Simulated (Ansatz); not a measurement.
## What DFT gives for Be

```yaml
crystal:
  lattice:
    - [-1.33428, 1.33428, 1.10074]
    - [1.33428, -1.33428, 1.10074]
    - [1.33428, 1.33428, -1.10074]
  atoms:
    - { symbol: Be, position: [0.00000, 0.00000, 0.00000] }
```

Level: r2SCAN, no spin polarisation; 500 eV; 18×18×18 Γ-centred mesh; fermi-dirac occupations (width 0.1 eV); Ansatz 0.2.0, fixed geometry.

Problem. What does the stress say?

Solution. The pressure is 4.4 GPa (compression positive), so with the atoms held at these fractions the cell would first expand. The principal stresses -3.6, -3.6, 20.5 GPa differ, so its shape would change too.

Problem. Is there a gap?

Solution. It is a metal, with about 0.17 states/eV a cell as the mean within 0.25 eV of the Fermi level.

Origin: a known structure type with other elements, at an estimated volume, so it need not be a known compound.
